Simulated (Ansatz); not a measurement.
Input and command of a calculation in Ansatz (plane waves; scalar-relativistic PAW potentials unless the input names others):

```yaml
crystal:
  lattice:
    - [4.2250012014, 0.0, 0.0]
    - [0.0, 4.2250012014, 0.0]
    - [0.0, 0.0, 5.962148]
  atoms:
    - { symbol: In, position: [0.0, 0.0, 0.5] }
    - { symbol: Ga, position: [0.5, 0.5, 0.0] }
    - { symbol: As, position: [0.5, 0.0, 0.768475] }
    - { symbol: As, position: [0.0, 0.5, 0.231525] }
basis:
  ecutwfc: 420
kpoints:
  mp_grid: { grid: [12, 12, 10] }
hamiltonian:
  xc: pbesol
scf:
  occupations: { method: tetrahedron }
  lower_state_search: standard
output:
  forces: true
  eigenvalues: true
  stress: true
```

```bash
ansatz run input.yaml --threads 1 --pin off --max-ram 2560MiB --backend cpu --events-out ev --progress --plain --runs-dir out
```

Abridged log:
```
Warning: output.forces, output.stress, relax.cell or npt_langevin: where a Kohn–Sham band that disperses or a degenerate level is filled in part under the method tetrahedron, the forces or the stress that this run publishes need not agree with its energy (scf.occupations.method in the input reference, under Limitations); prefer a smearing scheme for the forces or the stress
Basis set: ecut = 420 eV, 2071 PW (Γ), exchange–correlation on 60×60×80 points (8 copies of the dense FFT grid, shifted against one another)
Bands: 34, of which v1, the nominal top of the filled ones, is band 28 counted from 1 (27 counted from 0)
Symmetry: 8 space group operations
k-points: 168 of 1440 (time reversal used)
SCF iter   1: F=—  HF=-18895.574752 eV  |F-HF|=—  |Δ(HF+E_count)|=         —  Δρ=3.86e-3  dr2=2.83e-2  ethr=1.77e-3  ⟨swp⟩=6.3  Hψ=22395  notcnv=0
SCF iter   2: F=—  HF=-18895.566201 eV  |F-HF|=—  |Δ(HF+E_count)|=   8.55e-3  Δρ=2.36e-3  dr2=1.11e-2  ethr=5.05e-5  ⟨swp⟩=2.2  Hψ=8216  notcnv=0  defer=289
SCF iter   3: F=—  HF=-18895.563819 eV  |F-HF|=—  |Δ(HF+E_count)|=   2.38e-3  Δρ=8.69e-4  dr2=1.57e-3  ethr=1.98e-5  ⟨swp⟩=2.1  Hψ=8332  notcnv=0  defer=289
SCF iter   4: F=—  HF=-18895.563666 eV  |F-HF|=—  |Δ(HF+E_count)|=   1.53e-4  Δρ=4.51e-4  dr2=4.29e-4  ethr=2.81e-6  ⟨swp⟩=2.3  Hψ=10902  notcnv=0  defer=289
SCF iter   5: F=—  HF=-18895.563830 eV  |F-HF|=—  |Δ(HF+E_count)|=   1.64e-4  Δρ=2.69e-4  dr2=9.09e-5  ethr=7.65e-7  ⟨swp⟩=2.5  Hψ=9331  notcnv=0  defer=289
SCF iter   6: F=—  HF=-18895.563838 eV  |F-HF|=—  |Δ(HF+E_count)|=   7.99e-6  Δρ=1.18e-4  dr2=2.12e-5  ethr=1.62e-7  ⟨swp⟩=2.1  Hψ=9178  notcnv=0  defer=289
SCF iter   7: F=—  HF=-18895.563853 eV  |F-HF|=—  |Δ(HF+E_count)|=   1.46e-5  Δρ=6.48e-5  dr2=3.80e-6  ethr=3.78e-8  ⟨swp⟩=3.0  Hψ=11437  notcnv=0  defer=289
SCF iter   8: F=—  HF=-18895.563852 eV  |F-HF|=—  |Δ(HF+E_count)|=   8.62e-7  Δρ=1.74e-5  dr2=7.70e-7  ethr=6.79e-9  ⟨swp⟩=2.8  Hψ=11047  notcnv=0  defer=289
SCF iter   9: F=—  HF=-18895.563852 eV  |F-HF|=—  |Δ(HF+E_count)|=   3.24e-7  Δρ=6.74e-6  dr2=1.85e-7  ethr=1.37e-9  ⟨swp⟩=2.6  Hψ=8443  notcnv=0  defer=289
SCF iter  10: F=-18895.563852 eV  HF=-18895.563852 eV  |F-HF|=2.84e-10  |Δ(HF+E_count)|=   2.16e-8  Δρ=2.38e-6  dr2=1.77e-8  ethr=1.79e-10  ⟨swp⟩=6.1  Hψ=20280  notcnv=0
SCF 1 converged in 10 iterations: F = -18895.563852 eV  dr2 = 1.77e-8
SCF converged after 10 iterations
Stability not checked: this state was not tested for a lower state beside it, because cold or Methfessel-Paxton smearing, or corrected tetrahedra, fill the levels in a way that the test cannot read (fill_not_monotonic; see scf.lower_state_search)
Free energy (F): -18895.563852 eV
Harris-Foulkes:  -18895.563852 eV  (|F-HF|=2.84e-10)
Internal energy: -18895.563852 eV  (E = F + TS)
E sigma→0 (E₀):  -18895.563852 eV
Fermi energy:    7.139508 eV
--- Forces (eV/Å), atoms counted from 1 ---
  atom   1  In     0.00000000     0.00000000     0.00000000
  atom   2  Ga     0.00000000     0.00000000     0.00000000
  atom   3  As     0.00000000     0.00000000     0.03563721
  atom   4  As     0.00000000     0.00000000    -0.03563721
--- Stress (GPa, compression-positive) ---
       -2.792245       0.000000       0.000000
        0.000000      -2.792245       0.000000
        0.000000       0.000000      -2.391918
  P = ⅓ Tr σ = -2.6588 GPa (-26.588 kbar)
```

Apart from outputs and empty bands, the input differs from a reference run on usual settings in scf.lower_state_search: not typed → "standard"; scf.occupations.width: 0.15 → not typed; scf.occupations.method: "gaussian" → "tetrahedron". The reference, at the same geometry (not necessarily relaxed), gave pressure -2.66 GPa, largest force 0.036 eV/Å, no gap on the mesh. This run converged in 10 SCF iterations (reference: 8) with an energy at zero smearing 0.02 meV/atom above the reference's, pressure -2.66 GPa, largest force 0.036 eV/Å, no gap on the mesh.

Time: 61 s on 1 thread of Arm Neoverse V2 (shared host), peak memory 0.66 GiB.